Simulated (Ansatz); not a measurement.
The start is a generated cell, Ni placed in the AFLOW prototype A_hR2_166_c (A7, as in As). Cell shape, volume and atoms are optimised at zero target pressure with PBE (plane waves to 420 eV, PAW, scalar-relativistic; Ansatz, a first-principles code). The first steps use a coarse 13×13×13 k-mesh.

The start:
```
CELL_PARAMETERS angstrom
      1.50292     0.86771     2.78699
     -1.50292     0.86771     2.78699
      0.00000    -1.73542     2.78699
ATOMIC_POSITIONS crystal
  Ni 0.22754 0.22754 0.22754
  Ni 0.77246 0.77246 0.77246
```
Spin-polarised start, with parallel moments on Ni.

**Question.** How large is the pressure on the unrelaxed cell, and of which sign?

**Answer.** +47.2 GPa (positive: the cell is compressed).

**Question.** Does the structure survive the relaxation? Give the final space group.

**Answer.** The space group goes from R-3m (No. 166) to Fm-3m (No. 225); the end is fcc (Cu type), with 1 atom in the primitive magnetic cell.

**Question.** How much energy is released per atom?

**Answer.** 1.26 eV/atom.

**Question.** How do the shortest distances between atoms change?

**Answer.** The closest pairs of elements (up to four, under 3.6 Å), start → end: Ni–Ni 2.01 → 2.49 Å.

**Question.** What band gap does the relaxed structure have at this level?

**Answer.** Zero (metallic).

**Question.** Write out the relaxed structure.

**Answer.** 
Space group Fm-3m (No. 225); a = 3.5188 Å, b = 3.5188 Å, c = 3.5188 Å, α = 90.00°, β = 90.00°, γ = 90.00°

```
atom  site  symmetry       x       y       z
----  ----  --------  ------  ------  ------
Ni      4b      m-3m  0.5000  0.5000  0.5000
```
(The calculation used a cell of 1 atom; values per cell refer to that cell.)

Final values are on a 23×23×23 k-mesh of the relaxed cell. Spin state reached: ferromagnetic (net 0.63 μB/atom), from parallel starting moments; other spin orders were not run from this start.

The run could not lose the symmetry of its start; a randomly shaken copy of 2 atoms returns to this structure.
